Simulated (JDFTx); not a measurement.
Cu(110) slab cut from bulk Cu (space group Fm-3m, indices of the conventional cell, lattice of the Materials Project entry mp-30, not re-optimised): 8 atoms in 8 planes, a 1x1 cell of 9.05 Å² (|a| = 2.530, |b| = 3.577 Å), 8.8 Å between the outermost planes, cell height 24.9 Å, 8×6×1 k mesh, Fermi smearing 0.01 Ha, no spin polarisation.

All numbers are PBE, GBRV ultrasoft potentials, plane waves to 20/100 Ha results from JDFTx (a modified build), not measurements. Liquid: linear PCM (GLSSA13), water, 2 M NaF. The neutral cell holds 152 valence electrons and has two faces of 9.050 Å² each. Last filling lines of the neutral and of a charged run (μ in hartree, zero in the bulk liquid):

```
FillingsUpdate:  mu: -0.152485475  nElectrons: 152.000000
FillingsUpdate:  mu: -0.177867000  nElectrons: 151.834887
```

Working it through: both potentials, by the convention U = −μ/e − 4.44 V vs SHE, the surface charge density and the mean capacitance.

U_pzc = 0.15249 × 27.2114 − 4.44 = -0.29 V; U = 0.17787 × 27.2114 − 4.44 = 0.40 V. The cell has -0.1651 excess electrons, a net charge of 0.1651 e, shared by two faces: σ = 0.1651 e / (2 × 9.050 Å²) = 0.00912 e/Å² = 14.6 μC/cm² (1 e/Å² = 1602.18 μC/cm²). C = σ/(U − U_pzc) = 14.6/0.69 ≈ 21 μF/cm².
